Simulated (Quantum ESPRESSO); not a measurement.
## Band energies of CdCl2 monolayer at -4 % uniaxial strain

```
CELL_PARAMETERS angstrom
      3.66302     0.00000     0.00000
     -1.83151     3.30445     0.00000
      0.00000     0.00000    15.90000
ATOMIC_POSITIONS crystal
  Cl 0.66813 0.33625 0.09263
  Cl 0.33187 0.66375 0.90737
  Cd 0.00000 0.00000 0.00000
```

PBEsol (pw.x of Quantum ESPRESSO, ONCV potentials, no spin-orbit coupling); path ΓXA1YΓ; energies in eV from the valence-band maximum.

| k (1/Å) | point | band 13 | band 14 | band 15 | band 16 | band 17 | band 18 | band 19 | band 20 |
|---|---|---|---|---|---|---|---|---|---|
| 0.00 | Γ | -1.00 | -0.73 | -0.61 | -0.12 | 0.00 | 3.96 | 6.08 | 8.10 |
| 0.11 |  | -0.98 | -0.76 | -0.71 | -0.12 | -0.10 | 4.06 | 6.21 | 8.14 |
| 0.22 |  | -0.94 | -0.92 | -0.86 | -0.31 | -0.16 | 4.33 | 6.55 | 8.20 |
| 0.45 |  | -1.50 | -1.48 | -0.86 | -0.49 | -0.37 | 4.94 | 7.49 | 7.73 |
| 0.56 |  | -1.89 | -1.70 | -0.96 | -0.50 | -0.42 | 5.12 | 7.61 | 7.88 |
| 0.78 |  | -2.42 | -2.05 | -1.32 | -0.66 | -0.31 | 5.20 | 7.73 | 8.16 |
| 0.90 |  | -2.50 | -2.20 | -1.55 | -0.65 | -0.32 | 5.22 | 7.83 | 8.21 |
| 1.12 | X | -2.31 | -2.31 | -2.03 | -0.51 | -0.48 | 5.32 | 8.07 | 8.26 |
| 1.22 |  | -2.48 | -2.23 | -1.88 | -0.56 | -0.42 | 5.27 | 7.90 | 8.35 |
| 1.42 |  | -2.81 | -1.92 | -1.60 | -0.46 | -0.34 | 4.99 | 7.21 | 8.81 |
| 1.52 |  | -2.92 | -1.76 | -1.55 | -0.36 | -0.32 | 4.82 | 6.90 | 8.99 |
| 1.71 |  | -2.98 | -1.67 | -1.53 | -0.34 | -0.24 | 4.71 | 6.71 | 9.00 |
| 1.81 |  | -2.92 | -1.76 | -1.55 | -0.36 | -0.32 | 4.82 | 6.90 | 8.99 |
| 2.01 |  | -2.66 | -2.09 | -1.71 | -0.55 | -0.37 | 5.16 | 7.58 | 8.56 |
| 2.11 |  | -2.48 | -2.23 | -1.88 | -0.56 | -0.42 | 5.27 | 7.90 | 8.35 |
| 2.21 | A1 | -2.31 | -2.31 | -2.03 | -0.51 | -0.48 | 5.32 | 8.07 | 8.26 |
| 2.31 |  | -2.36 | -2.23 | -2.00 | -0.55 | -0.45 | 5.33 | 8.15 | 8.25 |
| 2.41 |  | -2.55 | -2.07 | -1.82 | -0.55 | -0.40 | 5.27 | 7.92 | 8.50 |
| 2.60 |  | -2.85 | -1.66 | -1.64 | -0.36 | -0.30 | 4.99 | 7.26 | 9.04 |
| 2.70 |  | -2.94 | -1.66 | -1.47 | -0.36 | -0.15 | 4.85 | 7.01 | 9.07 |
| 2.80 | Y | -2.97 | -1.66 | -1.41 | -0.36 | -0.09 | 4.80 | 6.92 | 9.05 |
| 2.90 |  | -2.91 | -1.65 | -1.39 | -0.38 | -0.09 | 4.82 | 6.93 | 8.99 |
| 2.99 |  | -2.74 | -1.62 | -1.33 | -0.41 | -0.09 | 4.90 | 6.95 | 8.91 |
| 3.18 |  | -2.19 | -1.44 | -1.12 | -0.54 | -0.07 | 5.03 | 7.06 | 8.58 |
| 3.28 |  | -1.87 | -1.26 | -1.00 | -0.62 | -0.06 | 4.97 | 7.16 | 8.18 |
| 3.47 |  | -1.29 | -0.89 | -0.76 | -0.59 | -0.04 | 4.52 | 6.87 | 7.93 |
| 3.56 |  | -1.07 | -0.88 | -0.68 | -0.37 | -0.02 | 4.24 | 6.47 | 8.11 |
| 3.75 | Γ | -1.00 | -0.73 | -0.61 | -0.12 | 0.00 | 3.96 | 6.08 | 8.10 |

The PBEsol gap is direct, 3.96 eV at Γ. The valence-band maximum lies 7.78 eV below the vacuum level.

Spin-orbit splittings are left out.

Geometry strained from the cell relaxed with PBEsol, atoms relaxed again.

This is a model layer cut from the bulk structure; whether it is stable on its own was not checked.
